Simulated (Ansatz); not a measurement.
Ta₅Si₃ in space group I4/mcm (No. 140; Si on 4a, Ta on 16l, Si on 8h, Ta on 4c) at seven volumes, LDA (plane waves, PAW; program Ansatz), shape and atoms relaxed at each. One row is withheld.

| V (Å³/atom) | P (GPa) |
|---|---|
| 13.931 | ? |
| 14.391 | 16.73 |
| 14.850 | 7.72 |
| 15.309 | 0.00 |
| 15.768 | -6.61 |
| 16.228 | -12.26 |
| 16.687 | -17.08 |

Problem. Fit the shown pressures and predict the withheld one.

Solution. P = (3/2)B₀(x^(7/2) − x^(5/2))[1 + (3/4)(B′ − 4)(x − 1)] with x = (V₀/V)^(2/3). Least squares on the six rows gives V₀ = 15.309 Å³/atom, B₀ = 238 GPa, B′ = 4.21. At V = 13.931, x = 1.0649 and P = 27.39 GPa. The run itself gave 27.25 GPa.

The workflow started from an entry of the Crystallography Open Database (COD). Whether it is the stable phase at ambient conditions was not checked. The LDA relaxation kept the symmetry of its start; its stability against distortions is not shown here. No spin polarisation was allowed. Scalar-relativistic: spin–orbit coupling is off unless named, which matters more the heavier the elements.

Potentials: the later of the program's two PAW sets.
